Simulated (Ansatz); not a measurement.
InAs (zinc blende)

```xyz
2
Lattice="0.0000 3.0933 3.0933 3.0933 0.0000 3.0933 3.0933 3.0933 0.0000" Properties=species:S:1:pos:R:3 pbc="T T T"
As     4.6400     4.6400     4.6400
In     0.0000     0.0000     0.0000
```

This relaxed cell (volume V₀) is scaled evenly in all directions, its shape held. Symmetry pins the atoms to their sites.

Level of theory: PBE (plane waves to 420 eV, PAW, scalar-relativistic; Ansatz, a program for electronic structure). k mesh 9×9×9 (Γ-centred), Fermi-Dirac smearing 0.05 eV. Energies are smeared free energies. Compression counts positive. At this level the bands of InAs touch or barely overlap; measurements give the solid a gap. InAs was relaxed with its symmetry unable to fall. The PAW data are Ansatz's earlier set. The zero of ΔE is the relaxed starting cell. The last digit holds for this mesh only.

```tsv
V (Å³/atom)	ΔE (meV/atom)
24.863	160.2
25.810	95.6
26.757	50.3
27.704	20.9
28.651	4.9
29.599	0.0
30.546	4.3
31.493	16.2
32.440	34.5
33.387	withheld
34.334	85.7
```

Q: Fit a third-order Birch-Murnaghan form (E₀, V₀, B₀, B₀′ free) to the given rows and predict ΔE at V = 33.387.

A: Least squares on the 10 given rows: ΔE = E₀ + (9V₀B₀/16)·y²·[2 + (B₀′ − 4)y], y = (V₀/V)^(2/3) − 1, with V₀ = 29.604 Å³/atom, B₀ = 48.32 GPa (160.2 GPa = 1 eV/Å³; the term in eV is multiplied by 1000), B₀′ = 4.77, E₀ = 0.05 meV/atom; root-mean-square residual 0.06 meV/atom. At 33.387 the fit gives 57.9 meV/atom; the calculation gives 57.9 meV/atom, the same to the digits shown. For the pressure the fit gives -4.4 GPa against the computed -4.4 GPa.

(Under strain, the slope of the energy per volume gives the stress and its curvature an elastic modulus.)
